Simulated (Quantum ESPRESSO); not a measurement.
# Where does O sit best among Se sites?

The results below are calculated, not measured. They come from pw.x of Quantum ESPRESSO 7.5, a plane-wave density functional program, with PseudoDojo standard norm-conserving files (v0.5 for PBE, v0.4.1 for LDA and PBEsol). The cells are made up: elements, strain and atom displacements were drawn at random, and nothing was relaxed. There is no spin polarisation, spin-orbit coupling or dispersion term.

The cell has 8 sites of a zincblende or diamond lattice. Sites 1 to 4 hold Ga Mg Mg Mg; sites 5 to 8 hold X X X X. Cell vectors in Å: (5.946, -0.080, 0.074); (-0.080, 5.811, 0.049); (0.074, 0.049, 5.822). Settings: PBE, cutoff 1170 eV, 6 x 6 x 6 k mesh shifted by half a step, Fermi-Dirac smearing of 0.1 eV.

In each run one of the sites marked X holds O and the others hold Se; cell and positions stay the same. E is the free energy of the cell.

| site of the guest | first shell | mean distance (Å) | E above the lowest (eV) | P (GPa) | force on the guest (eV/Å) |
| --- | --- | --- | --- | --- | --- |
| 5 | GaMg3 | 2.603 | 0.745 | 0.31 | 0.576 |
| 6 | GaMg3 | 2.554 | 0.189 | -0.48 | 0.248 |
| 7 | GaMg3 | 2.482 | 0.000 | -0.99 | 0.674 |
| 8 | GaMg3 | 2.531 | 0.462 | -0.18 | 0.194 |

A rerun of one of these cells at 1467 eV and k mesh 8 x 8 x 8 moved values by no more than 0.002 eV in the cell's energy, 0.03 GPa in stress and 0.009 eV/Å in force.

## Reading the table

Site 7 is lowest, by 0.189 eV, over three times the rerun's bound. A straight line of energy against the mean distance has a slope of 5.5 ± 2.4 eV/Å, so these few sites cannot settle whether the distance sets the order. The positions are random and not relaxed, so the differences hold for this frozen cell and are not site preferences of a real crystal.